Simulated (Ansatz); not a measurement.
# HfN: energy along a strain

HfN, Fm-3m, a = 4.502 Å. Ansatz: PBEsol, PAW, 420 eV, Γ-centred 22×22×22 mesh on 2 atoms, Gaussian smearing 0.15 eV; no spin polarisation. Cell vectors (Å): 0.000 2.251 2.251; 2.251 0.000 2.251; 2.251 2.251 0.000. The cell is strained by x per cent times the pattern (0 0 0 1 0 0) in the order xx yy zz yz xz xy (engineering shears), with fractional coordinates held. y is the free energy over the start, V0 = 11.402 Å³/atom. Symmetry makes y even in x.

```tsv
x (%)	y (meV/atom)
-6.00	16.03
-3.00	3.99
0.00	0.00
1.50	1.00
3.75	?
4.50	8.99
5.25	12.25
```

Q: Fit y = c2 x² + c4 x⁴ to the other rows, get the stiffness along the pattern, and predict the missing energy.

A: Least squares on the rows shown. y = 0.44237 x² + 7.9513×10⁻⁵ x⁴. The clamped-ion stiffness p·C·p = 2 × 4.424 eV × 160.2 / 11.402 Å³ = 124 GPa, which is C44 in these axes. At x = 3.75 the fit asked for gives 6.24 meV/atom. The run gave 6.24 meV/atom, the same to the digits shown.

The cell has an odd number of electrons and ran without spin polarisation, so a magnetic or disproportionated state may lie lower. Spin–orbit coupling is left out, which can shift energies with elements as heavy as these.

Cost: 7 runs of about 8.9 core-minutes in all, on Intel Xeon Processor @ 2.50GHz (Skylake/Cascade Lake) (shared hosts).